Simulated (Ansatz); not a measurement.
**Data sheet: CsPbCl$_{3}$ (DFT)**

CsPbCl3:
```
CELL_PARAMETERS angstrom
      0.00000     5.36884    -5.38857
      0.00000     5.36884     5.38857
      5.61518     0.00000     0.00000
ATOMIC_POSITIONS crystal
  Cs 0.99612 0.00388 0.50000
  Cs 0.53842 0.46158 0.50000
  Pb 0.01321 0.49760 0.00000
  Pb 0.50240 0.98679 0.00000
  Cl 0.68948 0.67127 0.00000
  Cl 0.32873 0.31052 0.00000
  Cl 0.51307 0.99163 0.50000
  Cl 0.00837 0.48693 0.50000
  Cl 0.17071 0.82929 0.00000
  Cl 0.81149 0.18851 0.00000
```

Space group Amm2 (No. 38); conventional cell a = 5.615 Å, b = 10.738 Å, c = 10.777 Å, α = β = γ = 90.00°.

Method: plane-wave PAW LDA (Ansatz code). Structure relaxed to zero pressure with the same functional. Other levels are named where they apply.

### Cell and energy

```
Property                                                              Value
-----------------------------------------------------  --------------------
Volume per atom                                                    32.49 Å³
Density                                                          4.56 g/cm³
Formation energy from the elements (no fitted shifts)  -144 kJ/mol of atoms
```

### Electronic structure

```
Quantity                                                                                 Value
-----------------------  ---------------------------------------------------------------------
Band gap                                                                      1.92 eV (direct)
Valence-band maximum     at Z (k = 0.000, 0.000, 0.500 in fractions of the reciprocal vectors)
Conduction-band minimum  at Z (k = 0.000, 0.000, 0.500 in fractions of the reciprocal vectors)
Electron effective mass                                 0.11, 0.98, 0.98 mₑ (principal values)
Hole effective mass                                     0.19, 0.27, 0.30 mₑ (principal values)
```

### Phonons

```
Item                                                                     Value
--------------------------------------------------  --------------------------
Highest zone-centre frequency (without LO–TO term)                    251 cm⁻¹
Zone-centre stability                                   no imaginary mode at Γ
Dynamical stability on the path                     unstable, down to 22i cm⁻¹
```

The first step of the workflow began from a Materials Project structure, measured or hypothetical; the Crystallography Open Database copy checked does not list it. COD files the formula under space group No. 221. Whether it is the stable phase at ambient conditions was not checked. The LDA relaxation kept the symmetry of its start. The references are the lowest solids computed at this level, not always the standard phases (solids in place of the gases). Spin–orbit coupling is left out wherever it is not named.

Potentials: the later of the program's two PAW sets.
